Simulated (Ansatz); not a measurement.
Bi2Se3:
```yaml
crystal:
  lattice:
    - [4.07778, 0.00000, 0.00000]
    - [-2.03889, 3.53146, 0.00000]
    - [0.00000, 0.00000, 40.00000]
  atoms:
    - { symbol: Se, position: [0.00000, 0.00000, 0.50000] }
    - { symbol: Bi, position: [0.33333, 0.66667, 0.54778] }
    - { symbol: Se, position: [0.33333, 0.66667, 0.41335] }
    - { symbol: Bi, position: [0.66667, 0.33333, 0.45222] }
    - { symbol: Se, position: [0.66667, 0.33333, 0.58665] }
```
Free-standing layer in the xy plane with vacuum along z and no interaction between images.

Relaxed with LDA.

**Question.** Tabulate the total density of states from the program Ansatz at the LDA level (PAW).

**Answer.** States/eV per cell of 5 atoms, means over 0.25 eV bins, energy of the bin centre from the valence-band maximum.

| E (eV) | total |
|---|---|
| -7.85 | 0.00 |
| -7.60 | 0.00 |
| -7.35 | 0.00 |
| -7.10 | 0.00 |
| -6.85 | 0.00 |
| -6.60 | 0.00 |
| -6.35 | 0.00 |
| -6.10 | 0.00 |
| -5.85 | 0.00 |
| -5.60 | 0.00 |
| -5.35 | 0.00 |
| -5.10 | 0.00 |
| -4.85 | 1.39 |
| -4.60 | 2.18 |
| -4.35 | 1.21 |
| -4.10 | 2.00 |
| -3.85 | 1.81 |
| -3.60 | 3.07 |
| -3.35 | 4.29 |
| -3.10 | 4.39 |
| -2.85 | 3.88 |
| -2.60 | 4.12 |
| -2.35 | 5.12 |
| -2.10 | 4.34 |
| -1.85 | 4.13 |
| -1.60 | 2.62 |
| -1.35 | 3.39 |
| -1.10 | 5.67 |
| -0.85 | 5.20 |
| -0.60 | 4.07 |
| -0.35 | 5.16 |
| -0.10 | 3.97 |
| 0.15 | 0.00 |
| 0.40 | 0.00 |
| 0.65 | 0.00 |
| 0.90 | 0.05 |
| 1.15 | 0.14 |
| 1.40 | 0.29 |
| 1.65 | 2.12 |
| 1.90 | 1.99 |
| 2.15 | 3.04 |
| 2.40 | 5.79 |
| 2.65 | 3.26 |
| 2.90 | 6.21 |
| 3.15 | 3.03 |
| 3.40 | 1.69 |
| 3.65 | 2.88 |
| 3.90 | 3.06 |
| 4.15 | 3.75 |
| 4.40 | 4.53 |
| 4.65 | 3.32 |
| 4.90 | 2.29 |
| 5.15 | 4.02 |
| 5.40 | 1.14 |
| 5.65 | 2.50 |

Space group P-3m1 (quintuple layer). A layer that has been made, often on a substrate. The cell was relaxed with LDA under the symmetry of its start; its stability against distortions is not shown here. Scalar-relativistic: spin–orbit coupling is off unless named, which matters more the heavier the elements.

Potentials: the later of the program's two PAW sets.
